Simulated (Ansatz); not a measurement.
# Is this GeMo structure stable?

The structure comes from a generated guess, relaxed at this level; another structure or a mixture of phases may lie lower.

Computed with DFT PBE, scalar-relativistic, plane waves, PAW (Ansatz). The final run on the 2-atom cell used 420 eV, a Γ-centred 18×18×16 mesh, 0.10 eV smearing and no spin polarisation.

Space group P-6m2 (No. 187). a = 3.206 Å, b = 3.206 Å, c = 3.606 Å, α = 90.00°, β = 90.00°, γ = 120.00°
| atom | site | symmetry | x | y | z |
| --- | --- | --- | --- | --- | --- |
| Ge | 1f | -6m2 | 0.6667 | 0.3333 | 0.5000 |
| Mo | 1a | -6m2 | 0.0000 | 0.0000 | 0.0000 |

Energies over the elements count from the elements' standard structures at the same level, with no fitted energy shifts.

Question: These tests were run: energy against the elements; random kick, then relaxation without symmetry; phonons at Γ; elastic tensor. What do they show?

Answer:

```tsv
test	result
energy against the elements	−0.05 eV/atom
random kick, then relaxation without symmetry	returns
phonons at Γ	lowest optical mode 220 cm⁻¹
elastic tensor	least eigenvalue 64 GPa
```

It fails none of these tests. Other phases of the system weren't compared here, so this isn't yet thermodynamic stability. Phonons away from Γ weren't computed.

The kick test ran on a coarse mesh. The run for the phonons used an 18×18×16 k mesh and Fermi–Dirac smearing of 0.15 eV. The run for the elastic tensor used an 18×18×16 k mesh and Fermi–Dirac smearing of 0.15 eV.
